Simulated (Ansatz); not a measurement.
ZnCdS2:
```xyz
4
Lattice="3.9278 0.0000 0.0000 0.0000 3.9278 0.0000 0.0000 0.0000 5.6534" Properties=species:S:1:pos:R:3 pbc="T T T"
Zn     0.0000     0.0000     2.8267
Cd     1.9639     1.9639     0.0000
S      1.9639     0.0000     1.5567
S      0.0000     1.9639     4.0967
```

The program Ansatz at the PBEsol level (PAW) gives a gap of 1.38 eV without spin–orbit coupling, maximum at Γ, minimum at Γ.

What happens when spin–orbit coupling is switched on?

The gap drops by 0.02 eV, to 1.36 eV; maximum at Γ, minimum at Γ.

Give the electron effective mass with spin–orbit coupling.

0.14, 0.14, 0.15 mₑ (principal values).

Give the hole effective mass with spin–orbit coupling.

0.25, 0.28, 0.71 mₑ (principal values).

Space group P-4m2. The workflow started from a Materials Project entry (that database holds measured and hypothetical structures alike); the Crystallography Open Database copy checked does not list it. Whether it is the stable phase at ambient conditions was not checked. Symmetry was held in the PBEsol relaxation; of distortions, only those at the zone centre were tested.

Potentials: the later of the program's two PAW sets.
